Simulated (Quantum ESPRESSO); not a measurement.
Hf2TiO4F4, one run as intended and one with a planted mistake

Computed values, not a measurement. The program is pw.x of Quantum ESPRESSO 7.5 (plane-wave density functional theory). The cell is made up: 11 atoms on a fluorite lattice with one site empty, with randomly drawn elements, strain and displacements, not relaxed. PseudoDojo standard norm-conserving files (v0.5 for PBE, v0.4.1 for LDA and PBEsol) set the functional; there is no spin polarisation, spin-orbit coupling or dispersion term, and the masses in the input are unused placeholders.

The hafnium pseudopotential is less sure than the others, with forces about 3 percent (worst 6) and pressure in oxides about 1.5 GPa (worst 2.7) from a second method in checks, which no rerun with the same files tests.

Intended input:

```
&control calculation='scf', pseudo_dir='./dojo.nc.sr.pbe.v0_5.standard.upf', outdir='./o', disk_io='low', tprnfor=.true., tstress=.true. /
&system ibrav=0, nat=11, ntyp=4, nbnd=50, ecutwfc=84.00895049, nosym=.true., tot_charge=0,
 occupations='smearing', smearing='fd', degauss=0.0018374661
/
&electrons conv_thr=7.350e-09, electron_maxstep=60, /
ATOMIC_SPECIES
F 1.0 F.upf
Hf 1.0 Hf.upf
O 1.0 O.upf
Ti 1.0 Ti.upf
CELL_PARAMETERS angstrom
4.9616 0.0 0.0
0.0 4.9616 0.0
0.0 0.0 4.9616
ATOMIC_POSITIONS angstrom
Hf -0.0238 2.5249 2.4735
Hf 2.4373 0.0166 2.4887
Ti 2.4376 2.5023 0.0588
O 1.2234 1.2211 1.1785
O 1.2451 1.247 3.6608
F 1.2721 3.7051 1.2601
F 1.2853 3.7387 3.6861
O 3.6843 1.2361 1.1969
F 3.7699 1.2316 3.6545
F 3.7643 3.7045 1.2769
O 3.718 3.7703 3.7754
K_POINTS automatic
5 5 5 1 1 1
```

The log is shortened where brackets say so; the opening notice, blank lines, dates and the lines on written files are dropped, and the path of the files is cut. It prints rydbergs, bohrs and kilobars, and counts compression as positive stress. Where no state is partly filled, the Fermi energy that it prints is only some level between the filled and the empty states on the mesh, and need not lie in the true gap.

Log of the intended run:

```
     Program PWSCF v.7.5
     Parallel version (MPI & OpenMP), running on       4 processor cores
     Number of MPI processes:                 4
     Threads/MPI process:                     1
     [start-up lines left out]
     bravais-lattice index     =            0
     lattice parameter (alat)  =       9.3761  a.u.
     unit-cell volume          =     824.2555 (a.u.)^3
     number of atoms/cell      =           11
     number of atomic types    =            4
     number of electrons       =        88.00
     number of Kohn-Sham states=           50
     kinetic-energy cutoff     =      84.0090  Ry
     charge density cutoff     =     336.0358  Ry
     scf convergence threshold =      7.3E-09
     mixing beta               =       0.7000
     number of iterations used =            8  plain     mixing
     Exchange-correlation= PBE
                           (   1   4   3   4   0   0   0)
     [axes and pseudopotential details left out]
   Cartesian axes
     site n.     atom                  positions (alat units)
         1        Hf     tau(   1) = (  -0.0047968   0.5088883   0.4985287  )
         2        Hf     tau(   2) = (   0.4912327   0.0033457   0.5015922  )
         3        Ti     tau(   3) = (   0.4912931   0.5043333   0.0118510  )
         4        O      tau(   4) = (   0.2465737   0.2461101   0.2375242  )
         5        O      tau(   5) = (   0.2509473   0.2513302   0.7378265  )
         6        F      tau(   6) = (   0.2563891   0.7467551   0.2539705  )
         7        F      tau(   7) = (   0.2590495   0.7535271   0.7429257  )
         8        O      tau(   8) = (   0.7425629   0.2491333   0.2412327  )
         9        F      tau(   9) = (   0.7598154   0.2482264   0.7365568  )
        10        F      tau(  10) = (   0.7586867   0.7466342   0.2573565  )
        11        O      tau(  11) = (   0.7493550   0.7598960   0.7609239  )
     number of k points=    63  Fermi-Dirac smearing, width (Ry)=  0.0018
                       cart. coord. in units 2pi/alat
        k(    1) = (   0.1000000   0.1000000   0.1000000), wk =   0.0320000
        k(    2) = (   0.1000000   0.1000000   0.3000000), wk =   0.0320000
     [further k points left out]
     Dense  grid:    85735 G-vectors     FFT dimensions: (  60,  60,  60)
     Estimated max dynamical RAM per process >     275.20 MB
     Estimated total dynamical RAM >       1.01 GB
     Initial potential from superposition of free atoms
     starting charge      87.9947, renormalised to      88.0000
     Starting wfcs are   62 randomized atomic wfcs
     total cpu time spent up to now is        4.7 secs
     per-process dynamical memory:   214.0 Mb
     Self-consistent Calculation
     iteration #  1     ecut=    84.01 Ry     beta= 0.70
     Davidson diagonalization with overlap
     ethr =  1.00E-02,  avg # of iterations =  2.0
     total cpu time spent up to now is       12.7 secs
     total energy              =    -672.72313093 Ry
     estimated scf accuracy    <       4.16772629 Ry
     iteration #  2     ecut=    84.01 Ry     beta= 0.70
     Davidson diagonalization with overlap
     ethr =  4.74E-03,  avg # of iterations =  5.8
     total cpu time spent up to now is       25.3 secs
     total energy              =    -668.09588480 Ry
     estimated scf accuracy    <      60.18762273 Ry
     [iterations 3 to 15 left out]
     iteration # 16     ecut=    84.01 Ry     beta= 0.70
     Davidson diagonalization with overlap
     ethr =  9.81E-11,  avg # of iterations =  5.0
     total cpu time spent up to now is      158.7 secs
     total energy              =    -674.99360358 Ry
     estimated scf accuracy    <       0.00000002 Ry
     iteration # 17     ecut=    84.01 Ry     beta= 0.70
     Davidson diagonalization with overlap
     ethr =  1.73E-11,  avg # of iterations =  2.1
     total cpu time spent up to now is      166.7 secs
     End of self-consistent calculation
     [lines on levels left out]
     the Fermi energy is    10.3354 ev
!    total energy              =    -674.99360358 Ry
     estimated scf accuracy    <          1.7E-09 Ry
     smearing contrib. (-TS)   =      -0.00000002 Ry
     internal energy E=F+TS    =    -674.99360356 Ry
     The total energy is F=E-TS. E is the sum of the following terms:
     one-electron contribution =    -204.61418428 Ry
     hartree contribution      =     150.82534779 Ry
     xc contribution           =    -152.39681892 Ry
     ewald contribution        =    -468.80794815 Ry
     convergence has been achieved in  17 iterations
     Forces acting on atoms (cartesian axes, Ry/au):
     atom    1 type  2   force =    -0.01675250   -0.15221421    0.03489341
     atom    2 type  2   force =     0.04270563    0.16209238    0.00946541
     atom    3 type  4   force =     0.02433173   -0.19138406   -0.00176875
     atom    4 type  3   force =     0.03497079    0.08200761    0.00119914
     atom    5 type  3   force =     0.06801261    0.07185186   -0.00473943
     atom    6 type  1   force =     0.01554462    0.00126556   -0.02176964
     atom    7 type  1   force =    -0.02797932   -0.01886215    0.01855953
     atom    8 type  3   force =    -0.04276476    0.08368526    0.01300098
     atom    9 type  1   force =    -0.02035658    0.01954285    0.01224194
     atom   10 type  1   force =    -0.03082956    0.01821409   -0.02863192
     atom   11 type  3   force =    -0.04688266   -0.07619919   -0.03245066
     Total force =     0.362140     Total SCF correction =     0.000080
     Computing stress (Cartesian axis) and pressure
          total   stress  (Ry/bohr**3)                   (kbar)     P=       24.73
   0.00031660   0.00023988   0.00002113           46.57       35.29        3.11
   0.00023988   0.00008708   0.00026801           35.29       12.81       39.43
   0.00002113   0.00026801   0.00010061            3.11       39.43       14.80
     init_run     :      4.44s CPU      4.64s WALL (       1 calls)
     electrons    :    160.82s CPU    162.01s WALL (       1 calls)
     forces       :      1.77s CPU      1.79s WALL (       1 calls)
     stress       :      6.08s CPU      6.08s WALL (       1 calls)
     [timing details left out]
     PWSCF        :   2m53.25s CPU   2m54.72s WALL
     JOB DONE.
```

A second run has one planted mistake: the cell and the positions are scaled by a wrong factor. The input lines that differ, file-writing options aside:

```
- 4.9616 0.0 0.0
+ 4.8639 0.0 0.0
- 0.0 4.9616 0.0
+ 0.0 4.8639 0.0
- 0.0 0.0 4.9616
+ 0.0 0.0 4.8639
- Hf -0.0238 2.5249 2.4735
+ Hf -0.0233 2.4752 2.4248
- Hf 2.4373 0.0166 2.4887
+ Hf 2.3893 0.0163 2.4397
- Ti 2.4376 2.5023 0.0588
+ Ti 2.3896 2.453 0.0576
- O 1.2234 1.2211 1.1785
+ O 1.1993 1.197 1.1553
- O 1.2451 1.247 3.6608
+ O 1.2206 1.2224 3.5887
- F 1.2721 3.7051 1.2601
+ F 1.247 3.6321 1.2353
- F 1.2853 3.7387 3.6861
+ F 1.26 3.665 3.6135
- O 3.6843 1.2361 1.1969
+ O 3.6117 1.2117 1.1733
- F 3.7699 1.2316 3.6545
+ F 3.6956 1.2073 3.5825
- F 3.7643 3.7045 1.2769
+ F 3.6901 3.6315 1.2517
- O 3.718 3.7703 3.7754
+ O 3.6448 3.696 3.701
```

Its log:

```
     Program PWSCF v.7.5
     Parallel version (MPI & OpenMP), running on       4 processor cores
     Number of MPI processes:                 4
     Threads/MPI process:                     1
     [start-up lines left out]
     bravais-lattice index     =            0
     lattice parameter (alat)  =       9.1914  a.u.
     unit-cell volume          =     776.5162 (a.u.)^3
     number of atoms/cell      =           11
     number of atomic types    =            4
     number of electrons       =        88.00
     number of Kohn-Sham states=           50
     kinetic-energy cutoff     =      84.0090  Ry
     charge density cutoff     =     336.0358  Ry
     scf convergence threshold =      7.3E-09
     mixing beta               =       0.7000
     number of iterations used =            8  plain     mixing
     Exchange-correlation= PBE
                           (   1   4   3   4   0   0   0)
     [axes and pseudopotential details left out]
   Cartesian axes
     site n.     atom                  positions (alat units)
         1        Hf     tau(   1) = (  -0.0047904   0.5088920   0.4985300  )
         2        Hf     tau(   2) = (   0.4912313   0.0033512   0.5015934  )
         3        Ti     tau(   3) = (   0.4912930   0.5043278   0.0118423  )
         4        O      tau(   4) = (   0.2465717   0.2460988   0.2375254  )
         5        O      tau(   5) = (   0.2509509   0.2513210   0.7378236  )
         6        F      tau(   6) = (   0.2563786   0.7467464   0.2539731  )
         7        F      tau(   7) = (   0.2590514   0.7535106   0.7429223  )
         8        O      tau(   8) = (   0.7425523   0.2491211   0.2412262  )
         9        F      tau(   9) = (   0.7598018   0.2482165   0.7365489  )
        10        F      tau(  10) = (   0.7586710   0.7466231   0.2573449  )
        11        O      tau(  11) = (   0.7493575   0.7598840   0.7609120  )
     number of k points=    63  Fermi-Dirac smearing, width (Ry)=  0.0018
                       cart. coord. in units 2pi/alat
        k(    1) = (   0.1000000   0.1000000   0.1000000), wk =   0.0320000
        k(    2) = (   0.1000000   0.1000000   0.3000000), wk =   0.0320000
     [further k points left out]
     Dense  grid:    80725 G-vectors     FFT dimensions: (  54,  54,  54)
     Estimated max dynamical RAM per process >     256.92 MB
     Estimated total dynamical RAM >     968.57 MB
     Initial potential from superposition of free atoms
     starting charge      87.9947, renormalised to      88.0000
     Starting wfcs are   62 randomized atomic wfcs
     total cpu time spent up to now is        4.2 secs
     per-process dynamical memory:   198.8 Mb
     Self-consistent Calculation
     iteration #  1     ecut=    84.01 Ry     beta= 0.70
     Davidson diagonalization with overlap
     ethr =  1.00E-02,  avg # of iterations =  2.0
     total cpu time spent up to now is       11.5 secs
     total energy              =    -672.82553729 Ry
     estimated scf accuracy    <       4.00032132 Ry
     iteration #  2     ecut=    84.01 Ry     beta= 0.70
     Davidson diagonalization with overlap
     ethr =  4.55E-03,  avg # of iterations =  5.7
     total cpu time spent up to now is       22.3 secs
     total energy              =    -668.13239104 Ry
     estimated scf accuracy    <      57.01664539 Ry
     [iterations 3 to 14 left out]
     iteration # 15     ecut=    84.01 Ry     beta= 0.70
     Davidson diagonalization with overlap
     ethr =  1.93E-10,  avg # of iterations =  4.5
     total cpu time spent up to now is      130.5 secs
     total energy              =    -674.96473069 Ry
     estimated scf accuracy    <       0.00000003 Ry
     iteration # 16     ecut=    84.01 Ry     beta= 0.70
     Davidson diagonalization with overlap
     ethr =  3.01E-11,  avg # of iterations =  3.5
     total cpu time spent up to now is      138.5 secs
     End of self-consistent calculation
     [lines on levels left out]
     the Fermi energy is    11.3359 ev
!    total energy              =    -674.96473070 Ry
     estimated scf accuracy    <          7.5E-10 Ry
     smearing contrib. (-TS)   =      -0.00000000 Ry
     internal energy E=F+TS    =    -674.96473070 Ry
     The total energy is F=E-TS. E is the sum of the following terms:
     one-electron contribution =    -190.77663255 Ry
     hartree contribution      =     146.88176621 Ry
     xc contribution           =    -152.84673794 Ry
     ewald contribution        =    -478.22312641 Ry
     convergence has been achieved in  16 iterations
     Forces acting on atoms (cartesian axes, Ry/au):
     atom    1 type  2   force =    -0.01372318   -0.16298984    0.03757230
     atom    2 type  2   force =     0.05175406    0.16932412    0.00428708
     atom    3 type  4   force =     0.02872457   -0.20244365   -0.00797384
     atom    4 type  3   force =     0.02615500    0.07943939   -0.01197106
     atom    5 type  3   force =     0.06513769    0.07396544    0.01374991
     atom    6 type  1   force =     0.00964125    0.00757328   -0.03803605
     atom    7 type  1   force =    -0.03788561   -0.01866084    0.03748278
     atom    8 type  3   force =    -0.03616568    0.08189078   -0.00025390
     atom    9 type  1   force =    -0.01943669    0.01591518    0.03022472
     atom   10 type  1   force =    -0.03224203    0.03031123   -0.04726989
     atom   11 type  3   force =    -0.04195937   -0.07432510   -0.01781206
     Total force =     0.380244     Total SCF correction =     0.000077
     Computing stress (Cartesian axis) and pressure
          total   stress  (Ry/bohr**3)                   (kbar)     P=      159.49
   0.00125299   0.00025556   0.00002227          184.32       37.59        3.28
   0.00025556   0.00099989   0.00024421           37.59      147.09       35.92
   0.00002227   0.00024421   0.00099971            3.28       35.92      147.06
     init_run     :      3.93s CPU      4.13s WALL (       1 calls)
     electrons    :    133.49s CPU    134.30s WALL (       1 calls)
     forces       :      1.67s CPU      1.68s WALL (       1 calls)
     stress       :      5.69s CPU      5.70s WALL (       1 calls)
     [timing details left out]
     PWSCF        :   2m24.88s CPU   2m25.96s WALL
     JOB DONE.
```

|  | intended run | run with the mistake |
| --- | --- | --- |
| free energy (eV) | -9183.756 | -9183.363 |
| smearing term -TS (eV) | 0.0000 | 0.0000 |
| pressure (GPa) | 2.47 | 15.95 |
| largest force component (eV/Å) | 4.921 | 5.205 |
| largest change of a force component (eV/Å) |  | 0.487 |
| iterations | 17 | 16 |

For scale, a rerun of the intended cell at a cutoff of 1437 eV and k mesh 7 x 7 x 7 moved values by no more than 0.003 eV in energy, 0.03 GPa in stress and 0.003 eV/Å in force.